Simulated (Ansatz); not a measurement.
KBr:
```yaml
crystal:
  lattice:
    - [0.00000, 3.30438, 3.30438]
    - [3.30438, 0.00000, 3.30438]
    - [3.30438, 3.30438, 0.00000]
  atoms:
    - { symbol: K, position: [0.00000, 0.00000, 0.00000] }
    - { symbol: Br, position: [0.50000, 0.50000, 0.50000] }
```

Relaxed with r²SCAN. Special points in fractions of this cell's reciprocal vectors: Γ (0.000, 0.000, 0.000); X (0.500, 0.000, 0.500); U (0.625, 0.250, 0.625); K (0.375, 0.375, 0.750); L (0.500, 0.500, 0.500); W (0.500, 0.250, 0.750).

Task: List the band energies nearest the valence-band maximum at these points for DFT-r²SCAN with spin–orbit coupling in the program Ansatz with PAW potentials.

Result: In eV from the valence-band maximum; about four levels below and three above (degenerate sets whole), none deeper than 8.9 eV; points with the same levels are listed once.

```tsv
k	below	above
Γ	0.00 0.00 0.00 0.00	4.91 4.91 8.07 8.07 8.07 8.07 8.08 8.08
X	-0.52 -0.52 -0.30 -0.30	6.20 6.20 7.85 7.85
U	-0.69 -0.69 -0.42 -0.42	6.95 6.95 8.81 8.81
L	-0.59 -0.59 -0.34 -0.34	6.96 6.96 8.70 8.70
W	-0.62 -0.62 -0.56 -0.56	7.75 7.75 7.79 7.79
```

Space group Fm-3m (rock salt). The r²SCAN relaxation kept the symmetry of its start; phonons on a q-mesh show no instability.

Potentials: the later of the program's two PAW sets.
